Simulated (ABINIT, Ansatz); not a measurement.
Given: the input of a run of Ansatz 0.2.0 on GaB. Atoms were shifted at random by some hundredths of an Å from the given cell, which wasn't relaxed again for these runs. The cell comes from a database or a generator and needn't be the stable form of this composition.

The input input.yaml:

```yaml
crystal:
  lattice:
    - [2.71824, 0.0, 0.0]
    - [0.0, 2.71824, 0.0]
    - [0.0, 0.0, 3.23621]
  atoms:
    - { symbol: Ga, position: [0.512899, 0.504368, 0.487181] }
    - { symbol: B, position: [-0.003724, -0.009755, -0.006207] }
hamiltonian:
  xc: pbe
  pseudopotentials: { kind: paw }
kpoints:
  mp_grid: { grid: [10, 10, 8] }
scf:
  occupations: { method: fermi_dirac, width: 0.05 }
output:
  forces: true
  stress: true
  eigenvalues: true
```

Potentials or basis: Ansatz PAW.

The run is started by

```sh
$ ansatz run input.yaml --threads 1 --pin off --max-ram 3584MiB --backend cpu --events-out ev --progress --plain --runs-dir out
```

Set up the same calculation for ABINIT 10.8.3 (patched build). Potentials or basis there: JTH PAW PBE v2.0, cutoff 463 eV.

As run (cutoffs and basis follow the program's own potentials, and thresholds, step limits or extra output files can differ):

The input run.abi:

```
# Pseudopotentials
pp_dirpath "./"
pseudos "Ga.GGA_PBE-JTH.xml, B.GGA_PBE-JTH.xml"

# Structure
acell 5.136729141 5.136729141 6.1155505818
rprim
     1.0000000000     0.0000000000     0.0000000000
     0.0000000000     1.0000000000     0.0000000000
     0.0000000000     0.0000000000     1.0000000000
ntypat 2
znucl 31 5
natom 2
typat 1 2
xred
     0.5128990000     0.5043680000     0.4871810000
    -0.0037240000    -0.0097550000    -0.0062070000
chkprim 0
chksymtnons 0
tolsym 1.0e-6

# Plane-wave basis
ecut 17.0
pawecutdg 34.0
pawxcdev 0

# k points
kptopt 1
ngkpt 10 10 8
nshiftk 1
shiftk 0.0 0.0 0.0

# Exchange and correlation
ixc 11

# Bands and occupations
nband 12
occopt 3
tsmear 0.05 eV

# SCF cycle
nstep 100
tolvrs 1.0e-9

# Output
iomode 3
prtwf 0
prteig 0
prtebands 0
enunit 2
prtden 1
prtvha 1
prtvclmb 1
prtpot 1
```

Potentials or basis: JTH PAW PBE v2.0.

The run is started by

```sh
$ abinit run.abi > log 2>&1
```

Both were run:

|  | Ansatz | ABINIT |
| --- | --- | --- |
| Pressure | 0.0 GPa | -0.2 GPa |
| Largest force | 0.053 eV/Å | 0.053 eV/Å |
| Energy over the undisturbed cell | -0.2 meV/atom | -0.2 meV/atom |

Ansatz's pressure holds a Pulay term of +0.13 GPa for its cutoff of 420 eV, which the other run lacks.

Where Ansatz's input types no cutoff or centring, it takes its own default and a Γ-centred mesh.

The undisturbed cell isn't at this level's minimum, so the move can lower the energy.

Pressure is positive in compression.
